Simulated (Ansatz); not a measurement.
**How settings move the G0W0 gap of Ca2C (antifluorite)**

Ca2C built on the antifluorite prototype, relaxed with r2SCAN; one-shot G0W0 in Ansatz without spin-orbit coupling. The cell comes from a prototype generator: it can be a known phase or a hypothetical one. Spin polarisation is off.

Space group Fm-3m (No. 225). a = 6.257 Å, b = 6.257 Å, c = 6.257 Å, α = 90.00°, β = 90.00°, γ = 90.00°
```json
{"atom": "C", "site": "4a", "symmetry": "m-3m", "x": "0.0000", "y": "0.0000", "z": "0.0000"}
{"atom": "Ca", "site": "8c", "symmetry": "-43m", "x": "0.2500", "y": "0.7500", "z": "0.7500"}
```

Gaps are read over the mesh points alone. G0W0 values are finite-basis, finite-mesh values.
```json
{"start": "HSE06", "potentials": "PAW", "frequency model": "contour deformation", "mesh": "4×4×4", "empty bands": "230", "screening cutoff (eV)": "140", "Kohn-Sham gap (eV)": "0.83", "G0W0 gap (eV)": "0.95", "rough cost": "2.7 core-minutes"}
{"start": "r2SCAN", "potentials": "PAW", "frequency model": "contour deformation", "mesh": "4×4×4", "empty bands": "230", "screening cutoff (eV)": "140", "Kohn-Sham gap (eV)": "0.41", "G0W0 gap (eV)": "0.65", "rough cost": "80 core-seconds"}
{"start": "PBE", "potentials": "PAW", "frequency model": "Godby-Needs pole", "mesh": "4×4×4", "empty bands": "230", "screening cutoff (eV)": "140", "Kohn-Sham gap (eV)": "0.21", "G0W0 gap (eV)": "0.44", "rough cost": "80 core-seconds"}
```

The quasiparticle gap on this mesh is 0.95 eV (direct at X), against 0.83 eV from HSE06: +0.12 eV. Renormalisation factors Z lie between 0.66 and 0.82.

Starting from r2SCAN (0.41 eV against HSE06's 0.83 eV) gives 0.65 eV, -0.30 eV from G0W0@HSE06 at the same screening cutoff. r2SCAN runs take a wave cutoff of 500 eV.
